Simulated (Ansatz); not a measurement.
ZrB₂:
```yaml
crystal:
  lattice:
    - [3.17103, 0.00000, 0.00000]
    - [-1.58551, 2.74619, 0.00000]
    - [0.00000, 0.00000, 3.54224]
  atoms:
    - { symbol: Zr, position: [0.00000, 0.00000, 0.00000] }
    - { symbol: B, position: [0.33333, 0.66667, 0.50000] }
    - { symbol: B, position: [0.66667, 0.33333, 0.50000] }
```

Relaxed with PBE. Special points in fractions of this cell's reciprocal vectors: Γ (0.000, 0.000, 0.000); M (0.500, 0.000, 0.000); K (0.333, 0.333, 0.000); A (0.000, 0.000, 0.500); L (0.500, 0.000, 0.500); H (0.333, 0.333, 0.500).

**Question.** List the band energies nearest the Fermi level at these points for the program Ansatz at the PBE level (PAW).

**Answer.** In eV from the Fermi level; about four levels below and three above (degenerate sets whole), none deeper than 8.9 eV; points with the same levels are listed once.

| k | below | above |
|---|---|---|
| Γ | -2.61 -2.61 -2.58 -2.36 | 3.39 3.39 4.14 4.14 |
| M | -8.51 -3.90 -3.05 -2.67 | 2.22 2.29 4.92 |
| K | -7.77 -7.77 -6.89 -2.45 -2.45 | 1.56 1.56 3.16 |
| A | -6.95 -0.95 -0.95 | 0.35 0.35 0.78 0.78 |
| L | -7.00 -4.59 -4.11 -2.01 | 3.70 4.07 5.29 |
| H | -8.73 -8.73 -4.93 -2.67 -2.67 | 4.05 5.98 5.98 |

Space group P6/mmm. Symmetry was held in the PBE relaxation. No spin polarisation was allowed. Scalar-relativistic: spin–orbit coupling is off unless named, which matters more the heavier the elements.

Potentials: the later of the program's two PAW sets.
